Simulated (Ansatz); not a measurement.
## WS2 with Sc replacing W: do the settings matter for the field gradients?

Cell: a supercell of WS2 (space group P6_3/mmc) built from a structure deposited in the COD (the entry's cell lengths or inner coordinates differ somewhat from later room-temperature determinations), with all atoms left at the host's positions.

Space group P-6m2 (No. 187); a = 9.5400, c = 12.5000 Å, γ = 120.00°.

| site | Wyckoff | site symmetry | x | y | z |
| --- | --- | --- | --- | --- | --- |
| Sc | 1a | -6m2 | 0.0000 | 0.0000 | 0.0000 |
| W2 | 6l | m.. | 0.0000 | 0.3333 | 0.0000 |
| W6 | 1c | -6m2 | 0.3333 | 0.6667 | 0.0000 |
| W8 | 1e | -6m2 | 0.6667 | 0.3333 | 0.0000 |
| W10 | 3k | mm2 | 0.1111 | 0.8889 | 0.5000 |
| W12 | 3k | mm2 | 0.1111 | 0.5556 | 0.5000 |
| W14 | 3k | mm2 | 0.4444 | 0.2222 | 0.5000 |
| S19 | 2g | 3m. | 0.0000 | 0.0000 | 0.3750 |
| S20 | 12o | 1 | 0.0000 | 0.3333 | 0.3750 |
| S24 | 2h | 3m. | 0.3333 | 0.6667 | 0.3750 |
| S26 | 2i | 3m. | 0.6667 | 0.3333 | 0.3750 |
| S28 | 6n | .m. | 0.1111 | 0.8889 | 0.8750 |
| S30 | 6n | .m. | 0.1111 | 0.5556 | 0.8750 |
| S32 | 6n | .m. | 0.4444 | 0.2222 | 0.8750 |

One atom of each set is listed.

Reference run. Level of theory: DFT, PBE, plane waves and PAW, scalar-relativistic, 420 eV cutoff, Γ-centred 3×3×2 k-points, Fermi–Dirac smearing 0.01 eV, cell charge -1 (Ansatz 0.2.0).

**Question.** The input is changed as follows: `basis.ecutwfc`: not typed → 33.1 Ry; `scf.convergence.dr2_threshold`: not typed → 1e-08. What happens to V_zz (10²¹ V/m²) and η?

**Answer.** 

```json
{"site": "Sc", "V_zz reference": "-2.67", "η reference": "0.00", "V_zz changed": "-2.68", "η changed": "0.00"}
{"site": "W2", "V_zz reference": "-16.38", "η reference": "0.46", "V_zz changed": "-16.38", "η changed": "0.46"}
{"site": "W6", "V_zz reference": "-15.48", "η reference": "0.00", "V_zz changed": "-15.48", "η changed": "0.00"}
{"site": "W8", "V_zz reference": "-16.34", "η reference": "0.00", "V_zz changed": "-16.34", "η changed": "0.00"}
{"site": "W10", "V_zz reference": "-18.10", "η reference": "0.00", "V_zz changed": "-18.10", "η changed": "0.00"}
{"site": "W12", "V_zz reference": "-17.89", "η reference": "0.01", "V_zz changed": "-17.90", "η changed": "0.01"}
{"site": "W14", "V_zz reference": "-17.82", "η reference": "0.01", "V_zz changed": "-17.83", "η changed": "0.01"}
{"site": "S20", "V_zz reference": "-4.71", "η reference": "0.01", "V_zz changed": "-4.72", "η changed": "0.01"}
{"site": "S24", "V_zz reference": "-4.65", "η reference": "0.00", "V_zz changed": "-4.65", "η changed": "0.00"}
{"site": "S28", "V_zz reference": "-8.11", "η reference": "0.48", "V_zz changed": "-8.11", "η changed": "0.48"}
{"site": "S30", "V_zz reference": "-4.08", "η reference": "0.07", "V_zz changed": "-4.08", "η changed": "0.07"}
{"site": "S32", "V_zz reference": "-4.28", "η reference": "0.27", "V_zz changed": "-4.28", "η changed": "0.27"}
```

No V_zz moves by more than 0.01. The table leaves out 2 of the 14 sites, with |V_zz| up to 4.90; their tensors move by 0.01 at most along any direction. The statements above cover all sites. SCF iterations: 15 and 17. New warnings: stress scf threshold loose.

On the reference run: The run isn't spin-polarised, and a state with spin may lie lower. The defect repeats with the cell of 54 atoms, so it feels its images: sites between two images don't show the values beside a lone defect, and zeros or small values of η there can come from the images' arrangement. S and W carry a gradient in the pure host already, so the values there aren't the defect's effect alone. A uniform background compensates the cell's charge. The defect cell has no gap above 0.1 eV on its mesh, so the values can hang on the smearing and the k-mesh. Without spin–orbit coupling the gradients at and beside W can be off by some per cent, at some sites by more. The neighbours have not yet relaxed around the defect (largest force 1.1 eV/Å), so a real crystal will differ.
